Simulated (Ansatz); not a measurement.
A geometry of WSe$_{2}$ away from equilibrium: step 2 of the relaxation of a relaxed WSe2 cell with every coordinate shifted by Gaussian noise of σ = 0.2 Å. Level of theory: r2SCAN (plane waves to 500 eV, PAW, scalar-relativistic; Ansatz, a first-principles code). Γ-centred k-mesh 8×8×2 on the run's cell (coarser than for final values), Fermi–Dirac smearing 0.05 eV.

```yaml
crystal:
  lattice:
    - [3.32881, -0.00965, 0.01656]
    - [-1.67276, 2.88950, -0.00322]
    - [0.06848, 0.02417, 13.80186]
  atoms:
    - { symbol: W, position: [0.34663, 0.58014, 0.24309] }
    - { symbol: W, position: [0.63904, 0.35356, 0.76372] }
    - { symbol: Se, position: [0.37123, 0.65080, 0.62277] }
    - { symbol: Se, position: [0.76215, 0.31041, 0.11366] }
    - { symbol: Se, position: [0.68332, 0.54550, 0.38684] }
    - { symbol: Se, position: [0.37909, 0.71687, 0.87510] }
```

### Question
What forces act on the atoms (eV/Å)?

### Answer
```csv
atom,Fx,Fy,Fz
W1,0.21,1.65,-1.68
W2,3.28,0.48,-4.73
Se3,-1.32,0.41,2.60
Se4,-1.56,-1.11,1.45
Se5,1.38,-0.55,0.25
Se6,-1.98,-0.88,2.10
```

### Question
What is the pressure?

### Answer
-2.8 GPa, compression positive.

### Question
How much energy per atom can still be gained by relaxing?

### Answer
0.58 eV/atom; the path ends in P6₃/mmc (No. 194) (AFLOW prototype AB2_hP6_194_c_f (C7, as in MoS2)).

No spin polarisation in the result. No dispersion correction is included, so spacings between layers, chains or molecules are soft and tend to come out too large.
